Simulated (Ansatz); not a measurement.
Here is the system:

KBr:
```cif
data_BrK
_chemical_formula_sum 'K1 Br1'
_space_group_name_H-M_alt 'P 1'
_space_group_IT_number 1
_cell_length_a 4.74152
_cell_length_b 4.74152
_cell_length_c 4.74152
_cell_angle_alpha 60.000
_cell_angle_beta 60.000
_cell_angle_gamma 60.000
loop_
_space_group_symop_operation_xyz
  'x, y, z'
loop_
_atom_site_label
_atom_site_type_symbol
_atom_site_fract_x
_atom_site_fract_y
_atom_site_fract_z
_atom_site_occupancy
K1 K 0.00000 0.00000 0.00000 1
Br1 Br 0.50000 0.50000 0.50000 1
```

This is the PBE-relaxed structure.

Q: All from PBE in the plane-wave PAW code Ansatz, unless another level is named. Estimate the highest zone-centre frequency (without LO–TO term).

A: 100 cm⁻¹.

Q: Predict the zero-point energy.

A: 15.3 meV/atom.

Q: Next, the vibrational entropy at 300 K?

A: 50.0 J/(K·mol of atoms).

Q: Next, the Young's modulus?

A: 19.0 GPa.

Space group Fm-3m (rock salt). Symmetry was held in the PBE relaxation; phonons on a q-mesh show no instability.

Potentials: the later of the program's two PAW sets.
